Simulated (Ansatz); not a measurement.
Consider the following.

BiTeI:
```cif
data_BiITe
_chemical_formula_sum 'Bi1 Te1 I1'
_space_group_name_H-M_alt 'P3m1'
_space_group_IT_number 156
_space_group_name_Hall 'P 3 -2"'
_cell_length_a 4.30065
_cell_length_b 4.30065
_cell_length_c 6.67712
_cell_angle_alpha 90.000
_cell_angle_beta 90.000
_cell_angle_gamma 120.000
loop_
_atom_site_label
_atom_site_type_symbol
_atom_site_symmetry_multiplicity
_atom_site_Wyckoff_symbol
_atom_site_fract_x
_atom_site_fract_y
_atom_site_fract_z
_atom_site_occupancy
Bi1 Bi 1 a 0.00000 0.00000 0.92084 1
Te1 Te 1 c 0.66667 0.33333 0.66660 1
I1 I 1 b 0.33333 0.66667 0.23187 1
```

This is the LDA-relaxed structure.

Question: All from the program Ansatz at the LDA level (PAW), unless another level is named. Predict the Born charges (a third of the trace).

Answer: Bi +4.38, Te -1.77, I -2.60 e.

Question: Predict the Bader charges.

Answer: Bi +0.75, Te -0.34, I -0.41 e.

Question: And the electronic dielectric constant ε∞ (DFPT)?

Answer: 16.0 (xx = yy), 11.3 (zz).

The first step of the workflow began from a Materials Project structure, measured or hypothetical; the Crystallography Open Database files this formula in space group No. 156, but the cells were not matched. Its standing as an ambient phase is unchecked. The cell was relaxed with LDA under the symmetry of its start; whether a distortion lowers the energy is not shown. A crystal of weakly bound layers computed without a dispersion correction: the cell and the soft elastic constants depend strongly on that. Scalar-relativistic: spin–orbit coupling is off unless named, which matters more the heavier the elements.

Potentials: the later of the program's two PAW sets.
